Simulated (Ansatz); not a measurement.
Start of a relaxation of Sc4Mo:

```yaml
crystal:
  lattice:
    - [4.50819, 0.00000, 0.00000]
    - [0.00000, 4.50819, 0.00000]
    - [0.00000, 0.00000, 4.50819]
  atoms:
    - { symbol: Sc, position: [0.50000, 0.00000, 0.00000] }
    - { symbol: Sc, position: [0.00000, 0.50000, 0.00000] }
    - { symbol: Sc, position: [0.00000, 0.00000, 0.50000] }
    - { symbol: Sc, position: [0.50000, 0.50000, 0.50000] }
    - { symbol: Mo, position: [0.00000, 0.00000, 0.00000] }
```

The calculation used Ansatz 0.2.0, DFT PBE, scalar-relativistic, plane waves, PAW. Cutoff 420 eV, Gaussian smearing, Γ-centred meshes. Cell and atoms relax first on a coarse mesh and then on a finer one. In between, the cell is made exact in the group found at 0.06 Å. In metals the finer mesh still leaves noise of several meV/atom or more. The steps can't lower the symmetry of their start. No spin polarisation in the relaxation; trial moments died out in a coarse test.

A guess keeps its type if space group and coordination stay and the shape of the cell changes little (axis ratios within about 15 %, angles within 6°); the volume may change.

Problem. Does it keep its structure type, or change into something else?

Solution. It keeps its type: symmetry leaves only the cell edge free. The symmetry stays Pm-3m (No. 221). The volume per atom grows by 40.2 %, from 18.3 to 25.7 Å³. The shortest distance goes from 2.25 Å (Sc–Mo) to 2.52 Å (Sc–Mo). Counting neighbours within 15 % of an atom's shortest distance, the start has Mo 6, Sc 2/12 and the end Mo 6, Sc 2/12.

The zero of energy is the elements' standard structures at the same level; no fitted shifts are applied.

Problem. At what energy does it end?

Solution. +0.41 eV/atom. A positive value: parting into the elements would lower its energy.

The last run used an 8×8×8 mesh for its 5-atom cell and Gaussian smearing of 0.10 eV. A later test with randomly moved atoms came back to the same energy, though modes that don't fit the test's cell weren't probed. Another cell of Sc4Mo relaxed alike but with spin, in P-3m1, lies 221 meV/atom lower, so this cell isn't the stable form at this level.

In counts of neighbours, a slash parts the counts of unlike sites.
